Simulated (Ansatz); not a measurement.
**Bi2Te3: do the settings matter for the field gradients?**

This input was run with Ansatz:

```yaml
crystal:
  lattice:
    - [2.193, 1.2661291403, 10.1656666667]
    - [-2.193, 1.2661291403, 10.1656666667]
    - [0.0, -2.5322582807, 10.1656666667]
  atoms:
    - { symbol: Bi, position: [0.4, 0.4, 0.4] }
    - { symbol: Bi, position: [0.6, 0.6, 0.6] }
    - { symbol: Te, position: [0.0, 0.0, 0.0] }
    - { symbol: Te, position: [0.2095, 0.2095, 0.2095] }
    - { symbol: Te, position: [0.7905, 0.7905, 0.7905] }
kpoints:
  mp_grid: { grid: [12, 12, 12] }
scf:
  occupations: { method: fermi_dirac, width: 0.02 }
  n_extra_bands: 2
  lower_state_search: standard
hamiltonian:
  xc: pbe
  pseudopotentials: { kind: paw }
output:
  forces: true
  stress: true
  populations: true
  efg: { quadrupole_moments_barn: { Bi: -0.516 }, contact_densities: true }
```

```sh
ansatz run input.yaml --threads 1 --pin off --max-ram 3072MiB --backend cpu --events-out ev --progress --plain --runs-dir out
```

It converged. Of its output the block on the nuclei alone is shown, without the SCF iterations, energies, forces and stress (one atom of each set):

```
--- PAW observables at the nuclei: V_zz in 10²¹ V/m², potentials from the cell's mean, atoms counted from 1 ---
  atom   1  Bi V_zz =    +3.033145   η = 0.0000   by run symmetry: allowed   C_q = -37.8440 MHz
            electrostatic potential = -17828.960482 V   contact ρ = 17906604.064874 e/Å³
  atom   3  Te V_zz =    +9.930462   η = 0.0000   by run symmetry: allowed
            electrostatic potential = -8649.150405 V   contact ρ = 1468741.702573 e/Å³
  atom   4  Te V_zz =    +0.309521   η = 0.0000   by run symmetry: allowed
            electrostatic potential = -8648.966318 V   contact ρ = 1468759.147482 e/Å³
```

(1) Can these gradients be trusted, and how do they compare with a run on standard settings?

Results:

(1) They agree with the standard run. Against the standard input the change is `scf.n_extra_bands`: not typed → 2; `scf.lower_state_search`: not typed → standard. A site carries the number of its first atom; V_zz in 10²¹ V/m².

| site | atom | V_zz standard | η standard | V_zz here | η here |
| --- | --- | --- | --- | --- | --- |
| Bi | 1 | 3.03 | 0.00 | 3.03 | 0.00 |
| Te3 | 3 | 9.93 | 0.00 | 9.93 | 0.00 |
| Te4 | 4 | 0.31 | 0.00 | 0.31 | 0.00 |

All printed values agree. SCF iterations: 7 and 7.

On the reference run: The values hang on the deposited positions: relaxing the atoms moves V_zz on Te4 from 0.31 to -0.19. Spin–orbit coupling is left out, which shifts gradients on Bi by a few per cent in wide-gap crystals, and can shift them far more where the calculated gap is small or absent, as here. With a gap of 0.3 eV on this mesh, the gradients can still move by some per cent as the k-mesh gets denser.
